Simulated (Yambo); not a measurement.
Absorption of CsHF₂ (space group I4/mcm, No. 140) with and without the electron-hole interaction (Yambo, PBEsol bands; 4×4×4 mesh, 14 valence and 9 conduction bands, static screening with 78 bands and a 3 Ry block, scissor 3.51 eV, Tamm-Dancoff; field along x). Axes are Cartesian, with cell vectors (Å) (-3.06, 3.06, 3.89), (3.06, -3.06, 3.89), (3.06, 3.06, -3.89).

```
E (eV)  Im ε, BSE  Im ε, independent quasiparticles
------  ---------  --------------------------------
7.75         0.07                              0.01
7.85         0.08                              0.01
7.95         0.09                              0.01
8.05         0.11                              0.01
8.15         0.13                              0.01
8.25         0.15                              0.02
8.35         0.19                              0.02
8.45         0.24                              0.02
8.55         0.32                              0.02
8.65         0.45                              0.02
8.75         0.69                              0.02
8.85         1.17                              0.02
8.95         2.18                              0.02
9.05         3.42                              0.02
9.15         2.72                              0.02
9.25         1.62                              0.02
9.35         1.20                              0.03
9.45         1.08                              0.03
9.55         0.90                              0.03
9.65         0.91                              0.03
9.75         1.20                              0.04
9.85         1.44                              0.04
9.95         1.27                              0.04
10.05        1.16                              0.05
10.15        1.38                              0.06
10.25        1.75                              0.07
10.35        1.61                              0.10
10.45        1.28                              0.13
10.55        1.18                              0.12
10.65        1.13                              0.11
10.75        1.06                              0.12
10.85        1.02                              0.15
10.95        0.95                              0.20
11.05        0.93                              0.29
11.15        0.92                              0.42
11.25        0.87                              0.57
11.35        0.79                              0.54
11.45        0.74                              0.42
11.55        0.75                              0.37
11.65        0.82                              0.38
11.75        0.90                              0.45
11.85        0.97                              0.56
11.95        1.02                              0.67
12.05        1.06                              0.74
12.15        1.17                              0.81
12.25        1.16                              0.98
12.35        1.09                              1.25
12.45        1.07                              1.44
12.55        1.21                              1.54
12.65        1.41                              1.62
12.75        1.78                              1.66
12.85        2.28                              1.77
12.95        2.61                              1.90
13.05        2.08                              2.00
13.15        1.43                              1.91
13.25        1.19                              1.72
13.35        1.14                              1.61
13.45        1.21                              1.60
13.55        1.36                              1.49
13.65        1.75                              1.34
13.75        2.18                              1.27
13.85        2.23                              1.31
13.95        1.67                              1.38
14.05        1.31                              1.38
14.15        1.09                              1.29
14.25        1.07                              1.22
14.35        1.04                              1.24
14.45        1.09                              1.31
14.55        1.01                              1.41
```

The scissor comes from a G0W0 run whose convergence isn't established. Broadening 0.15 eV. The band window holds all transitions up to 14.6 eV. Fine structure above the onset can come from the mesh.

Geometry of the Materials Project entry, not relaxed at this level; primitive cell a = b = c = 5.8142 Å, α = β = 116.57°, γ = 96.04°.

The structure is a Materials Project entry; no match was found in the copy of COD used, and its stability was not checked.
